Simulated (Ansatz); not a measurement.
## Structure types of In compared at 410 GPa

Structure types of In are relaxed in primitive cells with their symmetry kept at 410 GPa, first on PAW files, then by LAPW. The enthalpy is E + pV at zero temperature, without zero-point motion. Only the types listed were tried, and differences under about 5 meV/atom are mesh noise. Not among the end structures: fcc, which may lie lower.

All numbers are LDA results (scalar-relativistic) from Ansatz 0.2.0, with Fermi–Dirac smearing of 0.08 eV, no spin polarisation. Methods: LAPW: all electrons, basis error target 0.5 meV/atom; PAW: frozen-core files, cutoff 420 eV.

k meshes: bcc 20×20×20, hcp 18×18×10, omega 9×9×13, sc 17×17×17, simple hexagonal 19×19×17.

The PAW files were made under PBE.

```tsv
start type	ends as	a, b, c (Å)	V (Å³/atom)	H − H(lowest), LAPW (meV/atom)
bcc	bcc, Im-3m	2.738, 2.738, 2.738	10.26	?
hcp	hcp, P6_3/mmc	2.426, 2.426, 4.018	10.24	0.0
omega	omega, P6/mmm	3.905, 3.905, 2.338	10.30	250.1
sc	sc, Pm-3m	2.203, 2.203, 2.203	10.69	1633.7
simple hexagonal	simple hexagonal, P6/mmm	2.326, 2.326, 2.231	10.46	?
```

Q: Give the missing entry: row "simple hexagonal", column "H − H(lowest), LAPW (meV/atom)".

A: 750.5.

Q: Fill in "H − H(lowest), LAPW (meV/atom)" for the row "bcc".

A: 130.4.
